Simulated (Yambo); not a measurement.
A G0W0@LDA run in Yambo for SrClF (space group P4/nmm, No. 129) (4×4×2 Γ-centred k mesh, 131 bands and a 6 Ry block in the screening, 131 bands in G with the Bruneval-Gonze terminator, plasmon pole fitted at 27.2 eV) gives these matrix elements, in eV, at the band edges (Γ → Γ):

| state | E0 | <Vxc> | <Σx> | <Σc(E0)> | Z |
|---|---|---|---|---|---|
| valence edge | 0.000 | -14.692 | -19.183 | 2.392 | 0.825 |
| conduction edge | 5.644 | -9.637 | -4.680 | -3.321 | 0.869 |

Question: Solve the linearised quasiparticle equation for both states, give the gap, and say how exchange and correlation each act on it.

Answer: E = E0 + Z(Σx + Σc − Vxc). Valence: 0.000 + 0.825 × (-19.183 + (2.392) − (-14.692)) = -1.73 eV. Conduction: 5.644 + 0.869 × (-4.680 + (-3.321) − (-9.637)) = 7.06 eV. The gap is 8.80 eV, against 5.64 eV in LDA. Replacing Vxc by bare exchange alone would open it by 9.45 eV; correlation takes back 5.71 eV of that, and Z scales what is left. Nearest settings tried, and what they do to the gap: 88 bands in W, 88 bands in G: +69 meV; 5 Ry block (153 vectors against 191): -41 meV. Not varied: mesh. So the settings aren't converged at that level. 

Geometry of the Materials Project entry, not relaxed at this level; primitive cell a = 4.1296 Å, b = 4.1296 Å, c = 6.9766 Å, α = 90.00°, β = 90.00°, γ = 90.00°.
